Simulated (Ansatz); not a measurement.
Ti₂Ga:
```
Ti2Ga
1.0
    4.50194     0.00000     0.00000
   -2.25097     3.89880     0.00000
    0.00000     0.00000     5.45478
Ti Ga
4 2
Direct
  0.66667   0.33333   0.25000
  0.33333   0.66667   0.75000
  0.00000   0.00000   0.00000
  0.00000   0.00000   0.50000
  0.66667   0.33333   0.75000
  0.33333   0.66667   0.25000
```

Relaxed with r²SCAN. Special points in fractions of this cell's reciprocal vectors: Γ (0.000, 0.000, 0.000); M (0.500, 0.000, 0.000); K (0.333, 0.333, 0.000); A (0.000, 0.000, 0.500); L (0.500, 0.000, 0.500); H (0.333, 0.333, 0.500).

Question: List the band energies nearest the Fermi level at these points for the program Ansatz at the r²SCAN level (PAW).

Answer: In eV from the Fermi level; about four levels below and three above (degenerate sets whole), none deeper than 8.9 eV; points with the same levels are listed once.

```json
[
 {"k": "Γ", "below": "-0.88 -0.88 -0.69 -0.69", "above": "1.61 1.61 1.93"},
 {"k": "M", "below": "-1.32 -1.30 -0.29 -0.09", "above": "0.21 0.78 1.00"},
 {"k": "K", "below": "-1.20 -0.34 0.00 0.00", "above": "0.07 0.92 1.08 1.08"},
 {"k": "A", "below": "-0.44 -0.44 -0.44 -0.44", "above": "1.43 1.43 2.50 2.50 2.50 2.50"},
 {"k": "L", "below": "-0.24 -0.24 -0.14 -0.14", "above": "0.85 0.85 1.39 1.39"},
 {"k": "H", "below": "-1.25 -1.25 -0.03 -0.03", "above": "0.03 0.03 0.64 0.64"}
]
```

Space group P6_3/mmc. The workflow started from a Materials Project entry (that database holds measured and hypothetical structures alike); the Crystallography Open Database files this formula in space group No. 194, but the cells were not matched. Its standing as an ambient phase is unchecked. The cell was relaxed with r²SCAN under the symmetry of its start; its stability against distortions is not shown here. No spin polarisation was allowed. Scalar-relativistic: spin–orbit coupling is off unless named, which matters more the heavier the elements.

Potentials: the later of the program's two PAW sets.
